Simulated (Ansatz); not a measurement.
Values for one crystal, relaxed and computed with DFT-PBE in the program Ansatz with PAW potentials; other levels are named.

* **Volume per atom**: 10.08 Å³
* **Electronic character**: metallic (no gap)
* **Density of states at the Fermi level**: 0.37 states/eV per atom (mean over ±0.08 eV)
* **Bulk modulus (Birch–Murnaghan fit)**: 180 GPa
* **Formation energy from the elements (no fitted shifts)**: 0.20 eV/atom
* **Pressure derivative B′**: 3.8

Task: Pick the material that matches.
(A) HfBN, P6_3/mmc (Hf on 2a, B on 2c, N on 2d)
(B) HfTe, CsCl type
(C) Sc2GeB2, P-6m2 (Sc on 2h, Ge on 1a, B on 1b, B on 1f)
(D) Nb2SiN, P6_3/mmc (Si on 2d, Nb on 4f, N on 2a)

Result: A, HfBN, P6_3/mmc (Hf on 2a, B on 2c, N on 2d)

The start of the workflow was typed in or built on a structure type; neither database checked (COD, Materials Project) lists it. Its standing as an ambient phase is unchecked. Symmetry was held in the PBE relaxation; its stability against distortions is not shown here. No spin polarisation was allowed. The volume moved by 23 % from the start of the relaxation. Its formation energy is positive at this level, so the cell may be metastable or incomplete. The references are the lowest solids computed at this level, not always the standard phases (solids in place of the gases). Spin–orbit coupling is left out wherever it is not named.

Potentials: the earlier of the program's two PAW sets.
